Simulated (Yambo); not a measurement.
A BSE run in Yambo for Rb2SiF6 (space group Fm-3m, No. 225) (LDA bands; 4×4×4 mesh, 17 valence and 7 conduction bands, static screening with 85 bands and a 3 Ry block, scissor 4.52 eV, Tamm-Dancoff; field along x) gives:

```json
[
 {"state": "1", "energy (eV)": "10.08", "states within 2 meV": "3", "relative strength": "< 0.01", "class": "dark"},
 {"state": "2", "energy (eV)": "10.76", "states within 2 meV": "3", "relative strength": "1.00", "class": "strong"},
 {"state": "3", "energy (eV)": "10.77", "states within 2 meV": "3", "relative strength": "< 0.01", "class": "dark"},
 {"state": "4", "energy (eV)": "10.99", "states within 2 meV": "3", "relative strength": "< 0.01", "class": "dark"},
 {"state": "5", "energy (eV)": "11.26", "states within 2 meV": "1", "relative strength": "< 0.01", "class": "dark"}
]
```

Q: What changes when the screening block is changed to 1 Ry?

A: The lowest state goes from 10.083 eV to 10.132 eV, and its distance below the direct gap from 1.584 eV to 1.534 eV. These are vertical excitations (zero momentum). The scissor comes from a G0W0 run whose convergence isn't established.

Geometry of the Materials Project entry, not relaxed at this level; primitive cell a = 5.9067 Å, b = 5.9067 Å, c = 5.9067 Å, α = 60.00°, β = 60.00°, γ = 60.00°.

The structure is a Materials Project entry; no match was found in the copy of COD used, and its stability was not checked.
